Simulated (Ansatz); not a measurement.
# Stress against strain in Na

```
CELL_PARAMETERS angstrom
3.76700 0.00000 0.00000
-1.88350 3.26232 0.00000
0.00000 0.00000 6.15400
ATOMIC_POSITIONS crystal
Na 0.33333 0.66667 0.25000
Na 0.66667 0.33333 0.75000
```

Atoms are numbered in the order listed.

The cell is a measured one (Crystallography Open Database entry 9011000); the temperature and pressure of the measurement aren't taken into account, and nothing was relaxed.

Method: DFT, PBEsol, all-electron LAPW, scalar-relativistic in Ansatz 0.2.0.

Settings: a Γ-centred 13×13×7 k mesh, Fermi–Dirac smearing of 0.05 eV, basis error target 0.25 meV/atom, no spin polarisation.

The strain is applied along the Cartesian axes of the cell as listed (the other components stay zero). Fractional coordinates are held (clamped ions).

σ is the change of stress from the unstrained cell, which is at -0.28 GPa; tension is positive, so slopes are stress–strain coefficients at that pressure. In a metal the k mesh adds noise.

Only quantities that a quadratic follows smoothly over the whole series are listed; rougher ones are left out.

```
εxx = εyy  σzz (GPa)  σxx (GPa)
  -0.0300      -0.22      -0.59
  -0.0200      -0.15      -0.36
  -0.0100      -0.08      -0.17
   0.0000       0.00       0.00
   0.0200       0.16       0.29
   0.0300       0.24       0.41
```

(1) Fit the series and read off the stiffness at zero strain.

(2) One run, at εxx = εyy = 0.0100, is withheld. Predict its row.

Answers

(1) Least-squares fits y = p0 + p1 x + p2 x² to the rows give σzz (GPa): p1 = 7.7, p2 = 13; σxx (GPa): p1 = 16.5, p2 = -100. So C13 + C23 = 8 GPa and C11 + C12 = 17 GPa, for these axes.

(2) The fits give 0.08, 0.16; the run gave 0.08, 0.15.
